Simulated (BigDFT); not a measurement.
A self-consistent single point of the molecule C₇H₅NO₂ with BigDFT.

Method: PBE, Daubechies wavelet basis, HGH (Krack) norm-conserving potentials made for PBE, isolated boundary conditions in BigDFT.

SMILES: Cc1coc(C#N)c1C=O
```xyz
15

C     -1.8723     0.5135     0.9489
C     -0.7330    -0.2509     0.3804
C     -0.5964    -1.6241     0.3375
O      0.5728    -1.9756    -0.2545
C      1.2013    -0.8214    -0.5991
C      2.4613    -0.9379    -1.2422
N      3.4940    -0.9745    -1.7704
C      0.4506     0.2780    -0.2363
C      0.8257     1.6599    -0.4556
O      0.1267     2.6090    -0.1163
H     -2.3414     1.1327     0.1778
H     -1.5309     1.1639     1.7603
H     -2.6370    -0.1575     1.3538
H     -1.2157    -2.4469     0.6709
H      1.7943     1.8319    -0.9552
```

Reference input (self-consistent single point, DFT, PBE, Daubechies wavelet basis, HGH (Krack) norm-conserving potentials made for PBE, isolated boundary conditions): basis = Daubechies wavelets; dft.hgrids = 0.33 bohr; dft.rmult = 5 8; dft.ixc = 11; potentials = built-in HGH-K PBE; boundary_conditions = free; dft.gnrm_cv = 1e-04; dft.itermax = 80; dft.idsx = 6; dft.nrepmax = 3. This run's input differs from it in these lines:

```diff
@@ -2,4 +2,4 @@
 dft:
-  hgrids: 0.33
-  rmult: [5, 8]
+  hgrids: 0.528
+  rmult: [3.5, 5]
   ixc: 11
```

The program printed (abridged):

```
  #------------------------------------------------------------------- Self-Consistent Cycle
 Ground State Optimization:
 - Hamiltonian Optimization: &itrp001
   - Subspace Optimization: &itrep001-01
       Wavefunctions Iterations:
 Calculating wavelets expansion of projectors. Found warnings:  2,
  #WARNING: Projectors too rough: Consider modifying hgrid and/or the localisation radii.
 iter:  1, EKS: -8.33790180371680520E+01, gnrm:  3.31E-01, D: -4.63E-02,
 Calculating wavelets expansion of projectors. Found warnings:  2,
  #WARNING: Projectors too rough: Consider modifying hgrid and/or the localisation radii.
   [... lines left out ...]
  #WARNING: Projectors too rough: Consider modifying hgrid and/or the localisation radii.
 iter:  15, EKS: -8.44921063938176644E+01, gnrm:  1.12E-04, D: -1.17E-06,
 Calculating wavelets expansion of projectors. Found warnings:  2,
  #WARNING: Projectors too rough: Consider modifying hgrid and/or the localisation radii.
 iter:  16, EKS: -8.44921069719610927E+01, gnrm:  7.93E-05, D: -5.78E-07,
       -  &FINAL001  { #---------------------------------------------------------- iter: 17
 Calculating wavelets expansion of projectors. Found warnings:  2,
  #WARNING: Projectors too rough: Consider modifying hgrid and/or the localisation radii.
 iter:  17, EKS: -8.44921072440882313E+01, gnrm:  7.93E-05, D: -2.72E-07,  #FINAL
        #Eigenvalues and New Occupation Numbers
       Orbitals: [
   [... 22 lines left out ...]
 Last Iteration                        : *FINAL001
  #---------------------------------------------------------------------- Forces Calculation
 Total electronic charge               :  49.999951813032
 Electric Dipole Moment (AU):
   P vector                            :  [ -1.239055E+00, -6.976538E-01,  6.082848E-01 ]
   norm(P)                             :  1.54660528E+00
 Electric Dipole Moment (Debye):
   P vector                            :  [ -3.149363E+00, -1.773259E+00,  1.546106E+00 ]
   norm(P)                             :  3.93107815E+00
  #-------------------------------- Warnings obtained during the run, check their relevance!
 WARNINGS:
   [... lines left out ...]
 BigDFT infocode                       :  0
   [... lines left out ...]
 -  {H: [-1.817956438872E-02,  4.027646385448E-03, -1.092936408427E-02]} # 0012
 -  {H: [-1.483829937883E-03, -4.367728345468E-04, -5.313669281615E-03]} # 0013
 -  {H: [ 1.421713704072E-02,  8.307406235060E-03,  1.055662260946E-02]} # 0014
 -  {H: [-3.521452767202E-02,  4.683733542586E-03, -1.424590403721E-02]} # 0015
 Energy (Hartree)                      : -8.44921072440882313E+01
 Force Norm (Hartree/Bohr)             :  2.35799615843826332E-01
```

The run converged in 17 iterations. Against the reference run the free energy rises by 448 meV/atom and the largest force goes from 0.923 to 10.50 eV/Å.

The grid can part forces that symmetry would make equal. Forces above 1 eV/Å remain at this geometry. This run is one point of a test of settings, so its values need not be converged; read them against the reference run alone. The geometry comes from a cheaper method or was typed, in some cases with atoms then moved at random; it is not relaxed at this level, and the species need not be a known compound.

Cost on one core: very roughly 14 core-seconds.
